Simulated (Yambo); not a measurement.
G0W0@LDA for Rb2NaScF6 (space group Fm-3m, No. 225) in Yambo. Reference settings: 2×2×2 Γ-centred k mesh, bands 3 to 317 and a 8 Ry block in the screening, 317 bands in G with the Bruneval-Gonze terminator, plasmon pole fitted at 27.2 eV. The LDA gap Γ → Γ on this mesh is 6.55 eV; G0W0 gaps are taken between the same points.

```json
[
 {"change from the reference": "reference settings", "G0W0 gap Γ → Γ (eV)": "10.45", "shift of the valence edge (eV)": "-2.31"},
 {"change from the reference": "80 bands in W, 80 bands in G, no terminator", "G0W0 gap Γ → Γ (eV)": "10.87", "shift of the valence edge (eV)": "-1.91"},
 {"change from the reference": "247 bands in W, 247 bands in G, 3 Ry block, no terminator", "G0W0 gap Γ → Γ (eV)": "10.62", "shift of the valence edge (eV)": "-2.51"},
 {"change from the reference": "122 bands in W, 122 bands in G, 3 Ry block, no terminator", "G0W0 gap Γ → Γ (eV)": "___", "shift of the valence edge (eV)": "-2.42"},
 {"change from the reference": "122 bands in W, 122 bands in G, 6 Ry block", "G0W0 gap Γ → Γ (eV)": "10.64", "shift of the valence edge (eV)": "-2.24"},
 {"change from the reference": "wavefunctions cut at 50 Ry", "G0W0 gap Γ → Γ (eV)": "10.45", "shift of the valence edge (eV)": "-2.30"},
 {"change from the reference": "122 bands in W, 122 bands in G", "G0W0 gap Γ → Γ (eV)": "10.62", "shift of the valence edge (eV)": "-2.19"},
 {"change from the reference": "80 bands in W, 80 bands in G, 2 Ry block", "G0W0 gap Γ → Γ (eV)": "___", "shift of the valence edge (eV)": "-3.17"}
]
```

Q: Estimate the withheld gaps from the other rows; the computed values follow.

A: 
- 122 bands in W, 122 bands in G, 3 Ry block, no terminator, G0W0 gap Γ → Γ (eV): 10.89
- 80 bands in W, 80 bands in G, 2 Ry block, G0W0 gap Γ → Γ (eV): 11.78

The reference isn't shown to be the converged limit.

Geometry of the Materials Project entry, not relaxed at this level; primitive cell a = 6.1865 Å, b = 6.1865 Å, c = 6.1865 Å, α = 60.00°, β = 60.00°, γ = 60.00°.

The structure is a Materials Project entry; no match was found in the copy of COD used, and its stability was not checked.

A shift is the quasiparticle energy of the state minus its LDA energy.
